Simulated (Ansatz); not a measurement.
The elements of this relaxed trial crystal are hidden behind letters.

```
lattice vectors (Å)
   6.2153    0.0000    0.0000
  -3.1077    5.3826    0.0000
   0.0000    0.0000    4.6290
fractional positions
X 0.5000 0.0000 0.0000
X 0.0000 0.5000 0.0000
X 0.5000 0.5000 0.0000
Z 0.5000 0.0000 0.5000
Z 0.0000 0.5000 0.5000
Z 0.5000 0.5000 0.5000
Z 0.0000 0.0000 0.7132
Z 0.0000 0.0000 0.2868
```

The calculation used Ansatz, DFT PBE, scalar-relativistic, plane waves, PAW. Cutoff 420 eV, Γ-centred 6×6×8 mesh (8-atom cell), Gaussian smearing of 0.10 eV, no spin polarisation.

```
Space group                              : P6/mmm (No. 191)
Conventional cell                        : a = 6.215 Å, c = 4.629 Å
Volume per atom                          : 19.36 Å³
Density                                  : 7.54 g/cm³
Formation energy                         : +0.32 eV/atom
Gap on the 6×6×8 mesh of the 8-atom cell : 0 eV (a metal)
```

Energies are uncorrected and count from the elements' standard states at the same level.

Question: X is a d-block element of period 6 and Z is a p-block element of period 3. Which elements are they?

Answer: X = Ta, Z = S, so the formula is Ta3S5. Density times volume gives a mean mass of 7.54 × 19.36/1.6605 = 87.9 u per atom, and this set has 87.9 u. Around Ta lie 2 S at 2.31 Å and 4 Ta at 3.11 Å; around S on a site of symmetry mmm lie 2 Ta at 2.31 Å; around S on a site of symmetry 6mm lies 1 S at 1.97 Å. Other sets within the hints have nearly the same mass, so mass alone doesn't settle it; this one was computed.

These runs have no spin–orbit coupling, which can matter for Ta. An odd number of electrons in the primitive cell allows no gap without spin; a larger cell or a magnetic state could open one. The cell is a metal run without spin; a magnetic state may lie lower. Symmetry constrained the relaxation, so the result can be a saddle point.
